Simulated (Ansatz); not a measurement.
LiBeBS$_{3}$: input and output

input.yaml (Ansatz 0.2.0)

```yaml
crystal:
  lattice:
    - [5.700596, 0.0, 0.0]
    - [2.79779, 5.051497, 0.0]
    - [2.243233, 1.838264, 6.658977]
  atoms:
    - { symbol: Li, position: [0.7419, 0.1288, 0.1632] }
    - { symbol: Li, position: [0.2581, 0.8712, 0.8368] }
    - { symbol: Be, position: [0.3572, 0.7275, 0.3424] }
    - { symbol: Be, position: [0.6428, 0.2725, 0.6576] }
    - { symbol: B, position: [0.0705, 0.403, 0.2692] }
    - { symbol: B, position: [0.9295, 0.597, 0.7308] }
    - { symbol: S, position: [0.1246, 0.688, 0.20826] }
    - { symbol: S, position: [0.8754, 0.312, 0.79174] }
    - { symbol: S, position: [0.3294, 0.0983, 0.2598] }
    - { symbol: S, position: [0.6706, 0.9017, 0.7402] }
    - { symbol: S, position: [0.2565, 0.5768, 0.66029] }
    - { symbol: S, position: [0.7435, 0.4232, 0.33971] }
kpoints:
  mp_grid: { grid: [4, 4, 3], shift: [0.5, 0.0, 0.5] }
magnetization:
  spin_polarized: false
scf:
  occupations: { method: cold, width: 0.0321 }
  lower_state_search: "off"
  max_iter: 200
hamiltonian:
  pseudopotentials: { kind: paw }
  xc: pbe
basis:
  ecutwfc: 420
  fft_grid_basis: typed
output:
  forces: true
  stress: true
  eigenvalues: true
  bader: true
  populations: true
  elf: true
  write_potential: true
  volumetric_format: npy
  dos:
    e_range: [-12, 8]
    de: 0.05
    projected: { site_lists: { B: [B], Be: [Be], Li: [Li], S: [S] } }
checkpoint:
  read: saved_state
```

The run starts from an earlier solution of this cell. 

Parts of the output:

```
Pseudopotentials: kind: paw
Pseudopotential: Li, paw, valence charge 3, recommended cutoff 420 eV (normal), Li.paw.azcp
Pseudopotential: Be, paw, valence charge 2, recommended cutoff 420 eV (normal), Be.paw.azcp
Pseudopotential: B, paw, valence charge 3, recommended cutoff 420 eV (normal), B.paw.azcp
Pseudopotential: S, paw, valence charge 6, recommended cutoff 420 eV (normal), S.paw.azcp
Functional definition: PBE
  exchange = pbe_x(kappa = kappa, mu = beta*pi^2/3)
  correlation = pbe_c(beta = beta)
Crystal: 12 atoms, lattice volume = 191.756 Å³
Basis set: ecut = 420 eV, 3757 PW (Γ), exchange–correlation on 80×80×100 points (8 copies of the dense FFT grid, shifted against one another)
Bands: 38, of which v1, the nominal top of the filled ones, is band 26 counted from 1 (25 counted from 0)
Symmetry: 2 space group operations
Space group: P-1 (ITA 2), of the structure as read, at distance tolerance 5.8e-5 Å
k-points: 24 of 48
Initial density: read from a saved state, or passed on in memory by an earlier SCF of this step, an earlier step, the calling program or the single point that the run made first
Functional: x = pbe(κ = 0.804, μ = 0.2195), c = pbe(β = 0.0667)
SCF iter   1: F=—  Δρ=2.71e-4  dr2=3.77e-5
SCF iter   2: F=—  S|Δr|=    0.00e0  Δρ=1.39e-4  dr2=1.04e-5
SCF iter   3: F=—  S|Δr|=    0.00e0  Δρ=1.35e-5  dr2=4.99e-7
SCF iter   4: F=-6327.0501 eV  S|Δr|=    0.00e0  Δρ=5.31e-6  dr2=6.04e-8
Free energy (F): -6327.0501 eV
Harris-Foulkes:  -6327.0501 eV  (|F-HF|=1.00e-7)
Internal energy: -6327.0501 eV  (E = F + TS)
E sigma→0 (E₀):  -6327.0501 eV
Fermi energy:    5.2019 eV
--- Forces (eV/Å), atoms counted from 1 ---
  atom   1  Li     0.1983     0.1148    -0.0214
  atom   2  Li    -0.1983    -0.1148     0.0214
  atom   3  Be    -0.3311    -0.4213     0.7344
  atom   4  Be     0.3311     0.4213    -0.7344
  atom   5  B     -0.7325     0.1887     0.4297
  atom   6  B      0.7325    -0.1887    -0.4297
  atom   7  S      1.2745     2.9521    -1.5798
  atom   8  S     -1.2745    -2.9521     1.5798
  atom   9  S      2.2792    -2.2433    -0.7283
  atom  10  S     -2.2792     2.2433     0.7283
  atom  11  S      2.7311     0.4148    -0.3412
  atom  12  S     -2.7311    -0.4148     0.3412
--- Stress (GPa, compression-positive) ---
       18.9869       0.7578      -3.6367
        0.7578      20.9110      -2.8724
       -3.6367      -2.8724       4.8676
  P = ⅓ Tr σ = 14.9219 GPa (149.219 kbar)
--- Bader charges: 12 sites ---
  site symbol  charge [e]  shift [e]
     0     Li      0.8708     0.0006
     1     Li      0.8708     0.0006
     2     Be      1.6322     0.0001
     3     Be      1.6321     0.0001
     4      B      1.8368     0.0015
     5      B      1.8368     0.0015
     6      S     -1.4618     0.0002
     7      S     -1.4618     0.0002
     8      S     -1.4164     0.0004
     9      S     -1.4164     0.0004
    10      S     -1.4615     0.0001
    11      S     -1.4615     0.0001
```

Origin: a known structure type with other elements, at an estimated volume, so it need not be a known compound. Caveats: atoms or cell far from equilibrium.
